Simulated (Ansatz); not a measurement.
## Property card for AlInSb$_{2}$

AlInSb₂:
```yaml
crystal:
  lattice:
    - [4.49793, 0.00000, 0.00000]
    - [0.00000, 4.49793, 0.00000]
    - [0.00000, 0.00000, 6.35828]
  atoms:
    - { symbol: Al, position: [0.00000, 0.00000, 0.00000] }
    - { symbol: In, position: [0.50000, 0.50000, 0.50000] }
    - { symbol: Sb, position: [0.00000, 0.50000, 0.23318] }
    - { symbol: Sb, position: [0.50000, 0.00000, 0.76682] }
```

Space group P-4m2 (No. 115); conventional cell a = 4.498 Å, b = 4.498 Å, c = 6.358 Å, α = 90.00°, β = 90.00°, γ = 90.00°.

Method: DFT-r²SCAN in the program Ansatz with PAW potentials. The cell and atoms are relaxed at this level. Other levels are named where they apply.

### Cell and energy

```yaml
volume_per_atom: 32.16 Å³
density: 4.97 g/cm³
Formation energy from the elements (no fitted shifts): -0.25 eV/atom
```

### Electronic structure

```yaml
band_gap: 0.95 eV (direct)
valence_band_maximum: at Γ
conduction_band_minimum: at Γ
electron_effective_mass: 0.057, 0.057, 0.084 mₑ (principal values)
Electron effective mass with spin–orbit coupling: 0.052, 0.052, 0.078 mₑ (principal values)
Hole effective mass, band 1 of 2 at the edge: 2.2 along x, 0.33 along z (mₑ)
Hole effective mass, band 2 of 2 at the edge: 0.049 along x, 0.33 along z (mₑ)
Hole effective mass with spin–orbit coupling: 0.075, 0.075, 0.29 mₑ (principal values)
HSE06 gap on the r²SCAN cell: 1.18 eV
Gap with spin–orbit coupling: 0.73 eV
```

### Mechanics

```yaml
Bulk modulus (Birch–Murnaghan fit): 49.5 GPa
Pressure derivative B′: 4.6
```

### Charges

```yaml
bader_charges: Al +1.77, In +0.53, Sb -1.15 e
```

The workflow started from a Materials Project entry (that database holds measured and hypothetical structures alike); the Crystallography Open Database copy checked does not list it. With Al and In taken as one species the cell has the higher symmetry F-43m, so it may be an ordered model of a mixed-site phase. Whether it is the stable phase at ambient conditions was not checked. The cell was relaxed with r²SCAN under the symmetry of its start; its stability against distortions is not shown here. The references are the lowest solids computed at this level, not always the standard phases. Spin–orbit coupling is left out wherever it is not named.

Potentials: the later of the program's two PAW sets.
